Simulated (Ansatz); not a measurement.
YCu (Pm-3m); total moment held at 1 μB.

```
Y Cu
1.0
     3.45812    0.00000    0.00000
     0.00000    3.45812    0.00000
     0.00000    0.00000    3.45812
Y Cu
1 1
Direct
  0.00000 0.00000 0.00000
  0.50000 0.50000 0.50000
```

The source of the geometry is a structure from the Materials Project; atoms and cell stay fixed.

Settings: PBEsol, 11×11×11 k mesh, Fermi–Dirac smearing of 0.05 eV. AE-PAW is all-electron PAW in Ansatz 0.2.0 on datasets made for the crystal. Site moments are integrated in spheres about the atoms. Start moments (μB): Y1 0.5, Cu2 0.5.

Iteration by iteration:

```tsv
iteration	Harris–Foulkes energy less the last (meV)	density residual (eV)	M (μB)	∫|m| (μB)
1	-2010.458	1.8e+01	1.0000	1.0000
2	-1328.883	1.4e+00	1.0000	1.0000
3	-223.172	2.0e-01	1.0000	1.0000
4	-137.272	8.0e-01	1.0000	1.0000
5	-3.895	3.2e-02	1.0000	1.0000
6	1.987	4.4e-04	1.0000	1.0000
7	0.007	6.7e-05	1.0000	1.0000
8	-0.044	1.7e-04	1.0000	1.0000
9	0.000	1.8e-06	1.0000	1.0000
10	0.000	7.6e-07	1.0000	1.0000
11	0.000	5.1e-09	1.0000	1.0000
12	0.000	4.1e-11	1.0000	1.0000
```

Site moments (μB): Y1 0.33, Cu2 0.22. Cell moment 1.00 μB.

The Ansatz runs typed with the search for lower states off end where their start leads. These are results for the start and cell typed. The real compound can order otherwise, in a larger cell, or not at all, since semilocal functionals at zero temperature often overstate magnetism.
